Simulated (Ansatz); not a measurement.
**CoW₃: stationary points along a deformation path**

Computed with DFT PBEsol, scalar-relativistic, plane waves, PAW in Ansatz 0.2.0. Settings: plane waves to 420 eV, k-mesh 14×14×14 (Γ-centred), Gaussian smearing 0.15 eV. Spin–orbit coupling is left out, which matters for the heavy elements here. No spin polarisation. A magnetic state may lie lower. Energies are free energies at this smearing, counted from the undisturbed cell; pressure is positive in compression.

Reference structure (relaxed at this level; it needn't be the usual structure):

```xyz
4
Lattice="3.8582 0.0000 0.0000 0.0000 3.8582 0.0000 0.0000 0.0000 3.8582" Properties=species:S:1:pos:R:3 pbc="T T T"
Co    0.0000    0.0000    0.0000
W     0.0000    1.9291    1.9291
W     1.9291    0.0000    1.9291
W     1.9291    1.9291    0.0000
```

At fixed volume and fractional coordinates, lengths along (0.000, 0.000, 1.000) are scaled against those across it; ρ is that ratio over its starting value. V = 14.359 Å³/atom. Δσ is the stress along the axis less the mean stress across it (compression positive).

```
    ρ  ΔE (meV/atom)  Δσ (GPa) space group
0.650           48.2     15.95       P4/mmm
0.707           -4.8      5.91       P4/mmm
0.780          -21.5     -0.53       P4/mmm
0.850           -5.5     -3.83       P4/mmm
0.920            3.8      0.26       P4/mmm
0.960            1.6      1.06       P4/mmm
1.000            0.0      0.00        Pm-3m
1.100           14.8     -5.63       P4/mmm
1.200           72.2    -18.23       P4/mmm
1.300          211.7    -42.32       P4/mmm
1.414          507.3    -75.69       P4/mmm
1.500          814.6    -97.34       P4/mmm
```

Q: How does the stress give the slope of the energy, and where is the energy stationary?

A: Along the path d ln(length) is 2/3 d ln ρ on the axis and −1/3 d ln ρ across it, so dE/d ln ρ = −(2/3) V Δσ: the energy falls with ρ where Δσ is positive. Δσ vanishes or changes sign between ρ = 0.707 and 0.780, a minimum (near 0.77 by linear interpolation); between ρ = 0.850 and 0.920, a maximum (near 0.92 by linear interpolation); at ρ = 1.000 (Pm-3m), a minimum at 0.0 meV/atom. Pairs of stationary points between two samples would go unseen, and could change a minimum read from distant neighbours into a maximum. At ρ = 1.000 the cell is cubic, where symmetry alone makes the stress isotropic and the slope zero.

Q: Which shear constant sets the curvature at ρ = 1?

A: For a cubic crystal E/V = (2/3) C (ln ρ)² with C = C′ = (C11 − C12)/2, so Δσ = −2C ln ρ. The parabola of Δσ against ln ρ through ρ = 0.960, 1 and 1.100 gives C ≈ 17.9 GPa with the ions clamped, rough because the steps are large.

Q: Integrate that slope from ρ = 1 to 0.850 by the trapezoid rule.

A: With V/N in Å³ and 1 eV/Å³ = 160.2 GPa the slopes at ρ = 1.000, 0.960, 0.920, 0.850 are 0, -63, -15, 229 meV/atom per unit of ln ρ. The steps add 1.3 + 1.7 + (-8.4) = -5.5 meV/atom, against -5.5 from the energies; the trapezoid rule misses the curvature of the slope within each step.

Q: Is the start the lowest point of the path?

A: No: ρ = 0.780 lies 21.5 meV/atom lower, behind a rise of at least 3.8 meV/atom. Volume and inner coordinates are held, so a relaxed structure there would lie lower still.

In a metal these slopes depend on the k mesh and the smearing.

Cost: 12 runs of about 2.8 core-minutes in all, on Intel Xeon 6975P-C (Granite Rapids) (shared hosts).